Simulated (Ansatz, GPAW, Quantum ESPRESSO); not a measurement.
## ZnMo3: 3 runs at one level of theory

```
Mo Zn
1.0
     3.94315    0.00000    0.00000
     0.00000    3.94315    0.00000
     0.00000    0.00000    3.94315
Mo Zn
3 1
Direct
  0.48838 0.50053 0.99990
  0.50465 0.99400 0.50159
  0.99872 0.50566 0.48456
  0.99790 0.00242 0.99318
```

The cell comes from a database or a generator and needn't be the stable form of this composition.

Atoms were shifted at random by some hundredths of an Å from the given cell, which wasn't relaxed again for these runs.

Alike in all runs: task single point; functional PBE; k mesh 7 × 7 × 7; occupations fermi-dirac, width 0.05 eV; no spin polarisation; no spin-orbit coupling. Pressure is positive in compression and, in plane waves, holds the error of the finite cutoff, which Ansatz's Pulay term estimates and takes out.

```tsv
program and potentials	plane-wave cutoff (eV)	notes	pressure (GPa)	largest force (eV/Å)	energy over the undisturbed cell (meV/atom)
Ansatz, Ansatz PAW	420	13.5 valence electrons an atom on average; Pulay term of +0.06 GPa included	-0.99	0.575	8.68
Quantum ESPRESSO, SSSP 1.3 efficiency PBE	816	15.5 valence electrons an atom on average	?	?	?
GPAW, GPAW PAW data sets (gpaw-data 1.2.1)	600	13.5 valence electrons an atom on average	-1.26	0.572	8.61
```

**Question.** Estimate from the other rows what the run with Quantum ESPRESSO, SSSP 1.3 efficiency PBE gave.

**Answer.** Pressure -1.15 GPa; largest force 0.575 eV/Å; energy over the undisturbed cell 8.68 meV/atom. The other rows, which needn't bracket it: pressure -1.26 to -0.99; largest force 0.572 to 0.575; energy over the undisturbed cell 8.61 to 8.68.
